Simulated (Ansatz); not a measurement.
NbSi₂ in space group P6_422 (No. 181; Nb on 3c, Si on 6i) under volume change, r²SCAN in the plane-wave PAW code Ansatz, shape and atoms relaxed at each volume.

```
V (Å³/atom)  E − E(relaxed) (meV/atom)  P (GPa)
-----------  -------------------------  -------
13.250                            79.3    21.05
13.686                            33.3    12.89
14.123                               …        …
14.560                             0.0     0.00
14.997                             7.1    -5.05
15.433                            26.8    -9.33
15.870                               …        …
```

Q: Complete the blanks.

A: 
- 14.123, E − E(relaxed) (meV/atom): 7.9
- 14.123, P (GPa): 5.93
- 15.870, E − E(relaxed) (meV/atom): 57.4
- 15.870, P (GPa): -12.97

Q: What does a third-order Birch–Murnaghan fit give for V₀, B₀ and B′?

A: V₀ = 14.56 Å³/atom, B₀ = 182 GPa, B′ = 4.4.

The workflow started from a Materials Project entry (that database holds measured and hypothetical structures alike); the Crystallography Open Database files this formula in space group No. 181, but the cells were not matched. Its standing as an ambient phase is unchecked. Symmetry was held in the r²SCAN relaxation; whether a distortion lowers the energy is not shown. No spin polarisation was allowed.

Potentials: the later of the program's two PAW sets.
